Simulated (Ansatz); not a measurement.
Ca3SnO (anti-perovskite, Pm-3m), LDA in the plane-wave PAW code Ansatz, all energies at zero smearing, with the estimated change up to a 700 eV cutoff added, with one set of potentials and settings (totals compare only within such a set). Cell of 5 atoms (3 Ca, 1 Sn, 1 O): -11759.017 eV.

| element | reference phase | E (eV/atom) |
|---|---|---|
| Ca | Fm-3m, 1 atoms in the cell | -1772.6031 |
| Sn | I4_1/amd, 2 atoms in the cell | -5879.5359 |
| O | C2/m, 4 atoms in the cell, spin-polarised | -552.6518 |

Formation energy per atom, worked out: (-11759.017 − 3×(-1772.6031) − 1×(-5879.5359) − 1×(-552.6518))/5 = -1.804 eV/atom (-174 kJ per mol of atoms), at 0 K, without zero-point energy or fitted corrections.

The first step of the workflow began from a Materials Project structure, measured or hypothetical; the Crystallography Open Database files this formula in space group No. 221, but the cells were not matched. Whether it is the stable phase at ambient conditions was not checked. The cell was relaxed with LDA under the symmetry of its start; of distortions, only those at the zone centre were tested. The references are the lowest solids computed at this level, not always the standard phases (solids in place of the gases). Spin–orbit coupling is left out wherever it is not named.

Potentials: the later of the program's two PAW sets.
